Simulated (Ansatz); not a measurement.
TiAs:
```cif
data_AsTi
_chemical_formula_sum 'Ti1 As1'
_space_group_name_H-M_alt 'Pm-3m'
_space_group_IT_number 221
_space_group_name_Hall '-P 4 2 3'
_cell_length_a 3.15230
_cell_length_b 3.15230
_cell_length_c 3.15230
_cell_angle_alpha 90.000
_cell_angle_beta 90.000
_cell_angle_gamma 90.000
loop_
_atom_site_label
_atom_site_type_symbol
_atom_site_symmetry_multiplicity
_atom_site_Wyckoff_symbol
_atom_site_fract_x
_atom_site_fract_y
_atom_site_fract_z
_atom_site_occupancy
Ti1 Ti 1 a 0.00000 0.00000 0.00000 1
As1 As 1 b 0.50000 0.50000 0.50000 1
```

Relaxed with PBEsol.

### Question
Decompose the optical modes at the zone centre into irreducible representations, and say which are infrared and Raman allowed.

### Answer
Point group m-3m: Γ_opt = T1u. Infrared: T1u. Raman: none.

### Question
Assign frequencies (DFPT, the program Ansatz at the PBEsol level (PAW)).

### Answer
T1u 187 cm⁻¹.

A made-up cell: these elements were put on the sites of a structure type; neither database checked (COD, Materials Project) lists it. COD files the formula under space group No. 194. Whether it is the stable phase at ambient conditions was not checked. The cell was relaxed with PBEsol under the symmetry of its start. At this level the phase is mechanically unstable. No spin polarisation was allowed. As this level gives no gap, phonon frequencies hold no LO–TO term and depend on the k-mesh and smearing (Fermi–Dirac, 0.1 eV here).

Potentials: the earlier of the program's two PAW sets. The files were generated under PBE; for other functionals the program regenerates the frozen cores, and for LDA and PBEsol the local potential too.
